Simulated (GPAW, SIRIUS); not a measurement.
Given: the input of a run of SIRIUS 7.10.0 on GaGe3. The cell comes from a database or a generator and needn't be the stable form of this composition.

File sirius.json:

```json
{
  "control": {
    "processing_unit": "cpu",
    "verbosity": 2,
    "num_bands_to_print": 38,
    "print_forces": true,
    "print_stress": true
  },
  "parameters": {
    "electronic_structure_method": "pseudopotential",
    "xc_functionals": ["XC_GGA_X_PBE_SOL", "XC_GGA_C_PBE_SOL"],
    "gk_cutoff": 9.0,
    "pw_cutoff": 18.0,
    "ngridk": [7, 7, 7],
    "shiftk": [0, 0, 0],
    "smearing": "fermi_dirac",
    "smearing_width": 0.0018374661,
    "num_bands": 38,
    "num_mag_dims": 0,
    "num_dft_iter": 100,
    "energy_tol": 1e-08,
    "density_tol": 1e-06
  },
  "iterative_solver": {
    "type": "davidson",
    "min_tolerance": 1e-09,
    "tolerance_scale": [0.1, 0.25]
  },
  "mixer": {
    "type": "anderson",
    "beta": 0.7,
    "max_history": 8
  },
  "settings": {
    "tol_ne": 1e-10,
    "pseudo_grid_cutoff": 6.5
  },
  "unit_cell": {
    "lattice_vectors": [
      [0.0, 0.707106781187, 0.707106781187],
      [0.707106781187, 0.0, 0.707106781187],
      [0.707106781187, 0.707106781187, 0.0]
    ],
    "lattice_vectors_scale": 9.0521235812,
    "atom_coordinate_units": "lattice",
    "atom_types": ["Ge", "Ga"],
    "atom_files": {
      "Ga": "Ga.json",
      "Ge": "Ge.json"
    },
    "atoms": {
      "Ge": [
        [0.5, 0.5, 0.5],
        [0.75, 0.75, 0.75],
        [0.25, 0.25, 0.25]
      ],
      "Ga": [
        [0.0, 0.0, 0.0]
      ]
    }
  }
}
```

Potentials or basis: PseudoDojo 0.4.1 PBEsol standard (scalar relativistic).

The run is started by

```console
$ upf_to_json Ga.upf
$ upf_to_json Ge.upf
$ OMP_NUM_THREADS=1 sirius.scf --input=sirius.json --output=out.json --task=0
```

Translate it to GPAW 26.7.0 (ASE script). Potentials or basis there: PAW data sets generated for this functional, cutoff 600 eV.

As run (cutoffs and basis follow the program's own potentials, and thresholds, step limits or extra output files can differ):

run.py

```python
from ase import Atoms
from ase.dft.bandgap import bandgap
from ase.io import write
from ase.units import Bohr, GPa
from gpaw import GPAW, PW, setup_paths
from gpaw.elf import elf_from_dft_calculation

setup_paths.insert(0, '.')

atoms = Atoms(['Ge', 'Ge', 'Ge', 'Ga'],
              cell=[[0.0, 3.387167, 3.387167],
                    [3.387167, 0.0, 3.387167],
                    [3.387167, 3.387167, 0.0]],
              scaled_positions=[[0.5, 0.5, 0.5],
                                [0.75, 0.75, 0.75],
                                [0.25, 0.25, 0.25],
                                [0.0, 0.0, 0.0]],
              pbc=True)

calc = GPAW(mode=PW(600),
            xc='PBEsol',
            kpts={'size': (7, 7, 7), 'gamma': True},
            occupations={'name': 'fermi-dirac', 'width': 0.05},
            nbands=18,
            convergence={'density': 1e-05, 'energy': 1e-05},
            maxiter=150,
            txt='gpaw.txt')
atoms.calc = calc
energy = atoms.get_potential_energy()
forces = atoms.get_forces()
stress = atoms.get_stress()
calc.write('gs.gpw')
write('result.traj', atoms)
print(f'Energy: {energy:.6f} eV')
print('Forces (eV/A):')
print(forces.round(4))
print('Stress (GPa):', (stress / GPa).round(3))
print('Fermi level:', round(calc.get_fermi_level(), 4), 'eV')
print(f'Gap: {bandgap(calc)[0]:.4f} eV, direct: {bandgap(calc, direct=True)[0]:.4f} eV')

# fields on the real-space grid
write('density.cube', atoms, data=calc.get_pseudo_density() * Bohr**3)
write('potential.cube', atoms, data=calc.get_electrostatic_potential())
write('elf.cube', atoms, data=elf_from_dft_calculation(calc).data)
```

Potentials or basis: PAW data sets generated in the run's folder for this functional, pw.

Run with:

```console
$ gpaw-setup -f PBEsol Ga Ge
$ OMP_NUM_THREADS=1 python run.py
```

Both were run:

|  | SIRIUS | GPAW |
| --- | --- | --- |
| Pressure | -3.9 GPa | -4.1 GPa |

The potentials hold 55 and 15 valence electrons a cell.

Pressure is positive in compression.
